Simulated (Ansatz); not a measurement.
Molecular dynamics on a 2×2×1 supercell (16 atoms) of Cd₂TeS (ordering on wurtzite), relaxed with r2SCAN. Forces come from PBE in Ansatz 0.2.0: constant energy and volume (NVE), velocities drawn at 100 K, steps of 1.5 fs. Classical nuclei, no spin polarisation; a few dozen steps show the first response, not equilibrium. The structure comes from a prototype and may be hypothetical.

```yaml
crystal:
  lattice:
    - [8.7897059791, 0.0, 0.0]
    - [-4.3948529895, 7.6121086697, 0.0]
    - [0.0, 0.0, 7.2034489373]
  atoms:
    - { symbol: S, position: [0.3333333333, 0.1666666667, 0.0043890248] }
    - { symbol: Te, position: [0.1666666667, 0.3333333333, 0.4941515603] }
    - { symbol: Cd, position: [0.3333333333, 0.1666666667, 0.651648672] }
    - { symbol: Cd, position: [0.1666666667, 0.3333333333, 0.0998107428] }
    - { symbol: S, position: [0.3333333333, 0.6666666667, 0.0043890248] }
    - { symbol: Te, position: [0.1666666667, 0.8333333333, 0.4941515603] }
    - { symbol: Cd, position: [0.3333333333, 0.6666666667, 0.651648672] }
    - { symbol: Cd, position: [0.1666666667, 0.8333333333, 0.0998107428] }
    - { symbol: S, position: [0.8333333333, 0.1666666667, 0.0043890248] }
    - { symbol: Te, position: [0.6666666667, 0.3333333333, 0.4941515603] }
    - { symbol: Cd, position: [0.8333333333, 0.1666666667, 0.651648672] }
    - { symbol: Cd, position: [0.6666666667, 0.3333333333, 0.0998107428] }
    - { symbol: S, position: [0.8333333333, 0.6666666667, 0.0043890248] }
    - { symbol: Te, position: [0.6666666667, 0.8333333333, 0.4941515603] }
    - { symbol: Cd, position: [0.8333333333, 0.6666666667, 0.651648672] }
    - { symbol: Cd, position: [0.6666666667, 0.8333333333, 0.0998107428] }
kpoints:
  mp_grid: { grid: [3, 3, 2] }
hamiltonian:
  xc: pbe
scf:
  occupations: { method: fermi_dirac, width: 0.02 }
md:
  ensemble: nve
  temperature: 100
  timestep: 1.5
  n_steps: 30
  initial_velocities: maxwell_boltzmann
  seed: 3362
```

Run as `ansatz run input.yaml --threads 4 --pin off --max-ram 3686MiB --backend cpu --events-out ev --progress --plain --runs-dir out`. It ended after 7.6 min on 4 threads of Arm Neoverse N1, on a shared host; peak host memory 2.1 GiB.

```
step  t (fs)  T (K)  free energy F from step 0 (meV/atom)  kinetic energy (meV/atom)  largest force (eV/Å)
   0       0    100                                   0.0                       12.1                  0.04
   1     1.5    100                                   0.0                       12.1                  0.06
   2       3     99                                   0.1                       12.0                  0.11
   3     4.5     98                                   0.2                       11.9                  0.15
   4       6     97                                   0.4                       11.7                  0.20
   5     7.5     95                                   0.6                       11.5                  0.24
   6       9     93                                   0.8                       11.3                  0.29
   7    10.5     91                                   1.1                       11.0                  0.33
   8      12     89                                   1.4                       10.7                  0.38
   9    13.5     86                                   1.7                       10.4                  0.42
  10      15     83                                   2.1                       10.1                  0.46
  11    16.5     80                                   2.4                        9.7                  0.49
  12      18     77                                   2.8                        9.3                  0.53
  13    19.5     74                                   3.2                        8.9                  0.56
  14      21     71                                   3.6                        8.6                  0.59
  15    22.5     68                                   3.9                        8.2                  0.61
  16      24     65                                   4.3                        7.8                  0.63
  17    25.5     62                                   4.6                        7.5                  0.65
  18      27     59                                   5.0                        7.2                  0.67
  19    28.5     57                                   5.3                        6.9                  0.68
  20      30     54                                   5.5                        6.6                  0.69
```

The temperature goes from 100 K to 54 K in 30 fs. The atoms start on their lattice sites with kinetic energy alone, so much of it first passes into potential energy. The conserved energy stays within 0.00 meV an atom. By the last step the atoms have moved 0.05 Å in the root mean square, the drift of the whole cell taken out, 0.09 Å at most. The job's limit cut the run after 20 of 30 steps.

Positions (Å) and forces (eV/Å) at step 20:
```
S    2.155   1.261   0.037     0.205   0.005   0.069
Te   0.033   2.561   3.560    -0.052  -0.152  -0.199
Cd   2.173   1.242   4.713     0.053  -0.095   0.031
Cd  -0.032   2.557   0.735     0.092  -0.140  -0.020
S   -0.006   5.016  -0.036    -0.057   0.354   0.586
Te  -2.203   6.331   3.508     0.224  -0.028   0.328
Cd   0.028   5.045   4.711    -0.202   0.241  -0.336
Cd  -2.208   6.335   0.731     0.014  -0.018  -0.257
S    6.634   1.247   0.010    -0.282   0.144   0.049
Te   4.377   2.507   3.591     0.002   0.122  -0.186
Cd   6.625   1.309   4.663    -0.022  -0.138   0.067
Cd   4.408   2.557   0.722    -0.046  -0.136   0.033
S    4.353   5.085   0.055     0.185  -0.076  -0.211
Te   2.179   6.346   3.573     0.146   0.080  -0.122
Cd   4.420   5.080   4.680    -0.148  -0.057   0.106
Cd   2.188   6.363   0.721    -0.110  -0.104   0.064
```
